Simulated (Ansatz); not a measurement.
Sc (dhcp (α-La type), P6_3/mmc) is relaxed with r²SCAN in the plane-wave PAW code Ansatz. What lattice parameters of the conventional cell result?

a = 3.313 Å, c = 10.532 Å.

The start of the workflow was typed in or built on a structure type. Its sites differ from those of the usual phase in this space group: another stacking or structure type. Symmetry was held in the r²SCAN relaxation; whether a distortion lowers the energy is not shown. The run is not spin-polarised. Axis ratios of metals converge slowly with the k-mesh, so a and c are less sure than the volume.

Potentials: the earlier of the program's two PAW sets.
